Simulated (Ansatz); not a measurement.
CaCd2P2:
```
CELL_PARAMETERS angstrom
      4.24693     0.00000     0.00000
     -2.12347     3.67795     0.00000
      0.00000     0.00000     6.92755
ATOMIC_POSITIONS crystal
  Ca 0.00000 0.00000 0.00000
  Cd 0.33333 0.66667 0.63828
  Cd 0.66667 0.33333 0.36172
  P  0.66667 0.33333 0.76125
  P  0.33333 0.66667 0.23875
```

Relaxed with PBEsol.

Task: Give the Bader charges and basin volumes of the independent atoms, PBEsol (plane waves, PAW; program Ansatz).

Result: 

```tsv
atom	Bader charge (e)	Bader volume (Å³)
Ca1	+1.39	14.0
Cd2	+0.44	20.4
P4	-1.14	26.8
```

Space group P-3m1. The first step of the workflow began from a Materials Project structure, measured or hypothetical; the Crystallography Open Database files this formula in space group No. 164, but the cells were not matched. Its standing as an ambient phase is unchecked. The cell was relaxed with PBEsol under the symmetry of its start; whether a distortion lowers the energy is not shown.

Potentials: the later of the program's two PAW sets.
